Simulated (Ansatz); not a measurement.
BN (h-BN type, space group P6_3/mmc)

```xyz
4
Lattice="2.5058 0.0000 0.0000 -1.2529 2.1701 0.0000 0.0000 0.0000 6.6162" Properties=species:S:1:pos:R:3 pbc="T T T"
B      0.0000     1.4467     1.6541
B      1.2529     0.7234     4.9622
N      0.0000     1.4467     4.9622
N      1.2529     0.7234     1.6541
```

In each cell atom 1 (B, nearest neighbour N at 1.447 Å; its periodic images, 2.5 Å or more away, move with it) moves by s·(1.000, 0.000, 0.000) (along Cartesian x), the rest being held.

Level of theory: PBE-D3(BJ) (plane waves to 420 eV, PAW, scalar-relativistic; Ansatz, an electronic-structure program). k mesh 12×12×4 (Γ-centred), Fermi-Dirac smearing 0.05 eV. The energy includes the smearing's −TS. BN was relaxed with its symmetry unable to fall. The PAW data are Ansatz's earlier set. ΔE is measured from the undisplaced structure.

| s (Å) | ΔE (meV/cell) |
|---|---|
| -0.140 | withheld |
| -0.112 | 259 |
| -0.084 | 146 |
| -0.056 | 65 |
| -0.028 | 16 |
| 0.000 | 0 |
| 0.028 | 16 |
| 0.056 | 65 |
| 0.084 | 146 |
| 0.112 | 259 |
| 0.140 | withheld |

Question: Fit an even polynomial form (powers 2, 4) to the given rows and predict ΔE at s = 0.140.

Answer: Least squares on the 9 given rows: ΔE = (20740)·s² + (-7092)·s⁴, in meV/cell with s in Å; root-mean-square residual 0.1 meV/cell. At 0.140 the fit gives 404 meV/cell; the calculation gives 406 meV/cell, so the extrapolation is off by -2 (-0.5 %). The quadratic term alone would give 407 meV/cell.

(For displaced atoms, the force is minus the slope of the energy, and its curvature is a force constant, which sets phonon frequencies.)
